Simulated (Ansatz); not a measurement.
SiS₂:
```yaml
crystal:
  lattice:
    - [-2.77094, 4.82388, 2.76145]
    - [2.77094, -4.82388, 2.76145]
    - [2.77094, 4.82388, -2.76145]
  atoms:
    - { symbol: S, position: [0.88257, 0.79015, 0.67273] }
    - { symbol: S, position: [0.38257, 0.70985, 0.09242] }
    - { symbol: S, position: [0.61743, 0.29015, 0.90758] }
    - { symbol: S, position: [0.11743, 0.20985, 0.32727] }
    - { symbol: Si, position: [0.75000, 0.75000, 0.00000] }
    - { symbol: Si, position: [0.25000, 0.25000, 0.00000] }
```

Relaxed with r²SCAN+D4.

Problem. Which orbitals make up the states near the band edges in r²SCAN+D4 (plane waves, PAW; program Ansatz)?

Solution. Top 1 eV of the valence band: S 3p 97 %. Bottom 1 eV of the conduction band: S 3p 37 %, Si 3s 31 %, Si 3p 18 %, outside the projected shells 13 %. Projections are on Löwdin-orthogonalised atomic valence shells; empty p or d shells of many metals are not among them.

Problem. Tabulate the density of states.

Solution. States/eV per cell of 6 atoms, in 0.25 eV bins, energy from the valence-band maximum.

| E (eV) | total | S 3p | Si 3p | Si 3s |
|---|---|---|---|---|
| -7.90 | 1.19 | 0.54 | 0.00 | 0.62 |
| -7.65 | 1.66 | 0.75 | 0.00 | 0.82 |
| -7.40 | 1.07 | 0.48 | 0.00 | 0.48 |
| -7.15 | 1.01 | 0.45 | 0.00 | 0.40 |
| -6.90 | 0.99 | 0.44 | 0.00 | 0.35 |
| -6.65 | 1.10 | 0.49 | 0.01 | 0.33 |
| -6.40 | 0.98 | 0.44 | 0.01 | 0.26 |
| -6.15 | 3.06 | 1.47 | 0.04 | 0.53 |
| -5.90 | 3.30 | 1.63 | 0.04 | 0.45 |
| -5.65 | 1.65 | 0.80 | 0.01 | 0.20 |
| -5.40 | 0.00 | 0.00 | 0.00 | 0.00 |
| -5.15 | 0.12 | 0.07 | 0.03 | 0.00 |
| -4.90 | 7.02 | 4.15 | 2.05 | 0.06 |
| -4.65 | 3.95 | 2.31 | 1.34 | 0.03 |
| -4.40 | 3.63 | 2.17 | 1.23 | 0.03 |
| -4.15 | 5.74 | 3.55 | 1.81 | 0.06 |
| -3.90 | 3.24 | 2.06 | 1.00 | 0.04 |
| -3.65 | 1.15 | 0.80 | 0.26 | 0.04 |
| -3.40 | 0.96 | 0.71 | 0.15 | 0.05 |
| -3.15 | 0.95 | 0.73 | 0.14 | 0.04 |
| -2.90 | 2.28 | 1.71 | 0.38 | 0.03 |
| -2.65 | 3.68 | 2.89 | 0.50 | 0.02 |
| -2.40 | 4.65 | 3.83 | 0.49 | 0.02 |
| -2.15 | 10.32 | 8.85 | 0.81 | 0.03 |
| -1.90 | 3.98 | 3.50 | 0.29 | 0.01 |
| -1.65 | 3.03 | 2.75 | 0.14 | 0.00 |
| -1.40 | 4.09 | 3.80 | 0.12 | 0.01 |
| -1.15 | 6.53 | 6.18 | 0.10 | 0.01 |
| -0.90 | 6.78 | 6.47 | 0.07 | 0.00 |
| -0.65 | 3.58 | 3.45 | 0.02 | 0.00 |
| -0.40 | 2.45 | 2.41 | 0.01 | 0.00 |
| -0.15 | 1.84 | 1.81 | 0.00 | 0.00 |
| 0.10 | 0.02 | 0.02 | 0.00 | 0.00 |
| 0.35 | 0.00 | 0.00 | 0.00 | 0.00 |
| 0.60 | 0.00 | 0.00 | 0.00 | 0.00 |
| 0.85 | 0.00 | 0.00 | 0.00 | 0.00 |
| 1.10 | 0.00 | 0.00 | 0.00 | 0.00 |
| 1.35 | 0.00 | 0.00 | 0.00 | 0.00 |
| 1.60 | 0.00 | 0.00 | 0.00 | 0.00 |
| 1.85 | 0.00 | 0.00 | 0.00 | 0.00 |
| 2.10 | 0.00 | 0.00 | 0.00 | 0.00 |
| 2.35 | 0.00 | 0.00 | 0.00 | 0.00 |
| 2.60 | 0.00 | 0.00 | 0.00 | 0.00 |
| 2.85 | 0.00 | 0.00 | 0.00 | 0.00 |
| 3.10 | 0.05 | 0.02 | 0.01 | 0.01 |
| 3.35 | 0.78 | 0.32 | 0.12 | 0.24 |
| 3.60 | 2.00 | 0.75 | 0.37 | 0.62 |
| 3.85 | 3.96 | 1.47 | 0.66 | 1.29 |
| 4.10 | 2.80 | 0.98 | 0.57 | 0.79 |
| 4.35 | 2.46 | 0.80 | 0.60 | 0.57 |
| 4.60 | 2.49 | 0.69 | 0.76 | 0.38 |
| 4.85 | 3.02 | 0.73 | 0.90 | 0.44 |
| 5.10 | 7.50 | 1.49 | 3.16 | 0.52 |
| 5.35 | 6.17 | 1.24 | 2.68 | 0.28 |
| 5.60 | 1.72 | 0.43 | 0.54 | 0.14 |
| 5.85 | 1.71 | 0.50 | 0.44 | 0.17 |
| 6.10 | 4.60 | 1.31 | 1.52 | 0.16 |
| 6.35 | 4.51 | 1.24 | 1.51 | 0.14 |
| 6.60 | 6.20 | 1.61 | 2.08 | 0.21 |
| 6.85 | 7.92 | 2.11 | 2.62 | 0.24 |
| 7.10 | 4.74 | 1.16 | 1.67 | 0.16 |
| 7.35 | 2.55 | 0.56 | 0.78 | 0.09 |
| 7.60 | 2.86 | 0.44 | 0.67 | 0.07 |
| 7.85 | 2.89 | 0.28 | 0.53 | 0.05 |

Space group Ibam. The r²SCAN+D4 relaxation kept the symmetry of its start.

Potentials: the later of the program's two PAW sets.
